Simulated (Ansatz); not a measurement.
# ScTi2O2: rattling a relaxed structure

The cell was found from a proposed guess, not taken from experiment.

Method: DFT PBE, scalar-relativistic, plane waves, PAW in Ansatz. Settings: cutoff 420 eV, Γ-centred mesh 12×12×4 on the computed 5-atom cell, Gaussian smearing of 0.10 eV; no spin polarisation.

The cell below (5 atoms, space group P-3m1 (No. 164)) is relaxed within its symmetry.

```
Sc Ti O
1.0
     3.02448    0.00000    0.00000
    -1.51224    2.61927    0.00000
     0.00000    0.00000    7.54918
Sc Ti O
1 2 2
Direct
  0.00000 0.00000 0.00000
  0.33333 0.66667 0.34618
  0.66667 0.33333 0.65382
  0.33333 0.66667 0.83113
  0.66667 0.33333 0.16887
```

For the test a repeat of it with 10 atoms (edges 3.02, 5.24, 7.55 Å) was strained at random (σ = 1.5 % a component), the atoms were moved at random (σ = 0.05 Å), and all was relaxed again on a coarse 8×4×4 mesh (in the run’s order of axes) with 0.20 eV smearing, with no symmetry imposed.

An odd number of electrons in the primitive cell allows no gap without spin; a larger cell or a magnetic state could open one.

**Question.** What happens?

**Answer.** It doesn't return. The energy falls by 54 meV/atom on that mesh, the volume changes by -0.3 %, and the end has space group R-3m (No. 166) at a loose tolerance. Relaxed again on a 12×12×12 mesh with 0.10 eV smearing, the new structure lies 54 meV/atom below the first (mesh in the axes of the run's cell; the cell below is made exact in the group named). Space group R-3m (No. 166), trigonal, a = 3.048 Å, c = 22.230 Å. Sc has 6 O at 2.19 Å, 6 Sc at 3.05 Å and 6 Ti at 3.12 Å; Ti has 3 O at 2.17 Å, 3 Ti at 2.86 Å, 6 Ti at 3.05 Å and 3 Sc at 3.12 Å; around O lie 3 Ti at 2.17 Å and 3 Sc at 2.19 Å.

```
CELL_PARAMETERS angstrom
1.52394 0.87985 7.41013
-1.52394 0.87985 7.41013
0.00000 -1.75970 7.41013
ATOMIC_POSITIONS crystal
Sc 0.00000 0.00000 0.00000
Ti 0.78252 0.78252 0.78252
Ti 0.21748 0.21748 0.21748
O 0.60830 0.60830 0.60830
O 0.39170 0.39170 0.39170
```
